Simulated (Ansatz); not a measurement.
SrTiO3:
```yaml
crystal:
  lattice:
    - [3.93640, 0.00000, 0.00000]
    - [0.00000, 3.93640, 0.00000]
    - [0.00000, 0.00000, 3.93640]
  atoms:
    - { symbol: Sr, position: [0.50000, 0.50000, 0.50000] }
    - { symbol: Ti, position: [0.00000, 0.00000, 0.00000] }
    - { symbol: O, position: [0.50000, 0.00000, 0.00000] }
    - { symbol: O, position: [0.00000, 0.50000, 0.00000] }
    - { symbol: O, position: [0.00000, 0.00000, 0.50000] }
```

The program Ansatz at the PBE level (PAW) gives a gap of 1.84 eV without spin–orbit coupling, maximum at R, minimum at Γ.

Task: What happens when spin–orbit coupling is switched on?

Result: The gap shrinks by 0.01 eV, to 1.83 eV; maximum at R, minimum at Γ.

Task: Give the electron effective mass with spin–orbit coupling, band 1 of 2 at the edge.

Result: 1.1 along [100], 0.76 along [110], 0.63 along [111] (mₑ).

Task: Give the electron effective mass with spin–orbit coupling, band 2 of 2 at the edge.

Result: 0.40 along [100], 0.47 along [110], 0.53 along [111] (mₑ).

Space group Pm-3m (cubic perovskite). The PBE relaxation kept the symmetry of its start. At this level the phase is dynamically unstable (imaginary phonons). The run is not spin-polarised.

Potentials: the later of the program's two PAW sets.
